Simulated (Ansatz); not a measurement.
LiAgC: start and end of a relaxation

A trial structure of LiAgC was built thus: random cell by space group and Wyckoff sites (P4/mmm, No. 123). Lengths were set from tabulated atomic sizes, so they are only a guess.

start:

Space group P4/mmm (No. 123). a = 3.347 Å, b = 3.347 Å, c = 4.011 Å, α = 90.00°, β = 90.00°, γ = 90.00°
```csv
atom,site,symmetry,x,y,z
Li,1d,4/mmm,0.5000,0.5000,0.5000
Ag,1a,4/mmm,0.0000,0.0000,0.0000
C,1b,4/mmm,0.0000,0.0000,0.5000
```

All numbers below come from DFT PBE, scalar-relativistic, plane waves, PAW (Ansatz 0.2.0). Cutoff 420 eV, Gaussian smearing, Γ-centred meshes. Cell and atoms relax first on a coarse mesh and then on a finer one. In between, the cell is made exact in the group found at 0.06 Å. In metals the finer mesh still leaves noise of several meV/atom or more. The steps can't lower the symmetry of their start. No spin polarisation.

end:

Space group P4/mmm (No. 123). a = 3.088 Å, b = 3.088 Å, c = 4.128 Å, α = 90.00°, β = 90.00°, γ = 90.00°
| atom | site | symmetry | x | y | z |
| --- | --- | --- | --- | --- | --- |
| Li | 1d | 4/mmm | 0.5000 | 0.5000 | 0.5000 |
| Ag | 1a | 4/mmm | 0.0000 | 0.0000 | 0.0000 |
| C | 1b | 4/mmm | 0.0000 | 0.0000 | 0.5000 |

The symmetry stays P4/mmm (No. 123). The volume per atom shrinks by 12.4 %, from 15.0 to 13.1 Å³. The shortest distance goes from 2.01 Å (Ag–C) to 2.06 Å (Ag–C). The ratio c/a of the conventional cell changes by a factor of 1.12.

```yaml
Volume_per_atom: 13.12 Å³
Density: 5.35 g/cm³
Formation_energy: +0.97 eV/atom
Gap_on_the_16×16×12_mesh_of_the_3-atom_cell: 0 eV (a metal)
```

Formation energies are uncorrected and refer to the elements' standard structures at the same level. A positive value: parting into the elements would lower its energy.

The last run used Gaussian smearing of 0.10 eV. The reference form of C is held partly by dispersion forces, which this level lacks. A structure relaxed within its symmetry needn't be a true minimum. In all, the 3 runs took 60 s on 1 thread of Arm Neoverse V1, with other jobs on the host.
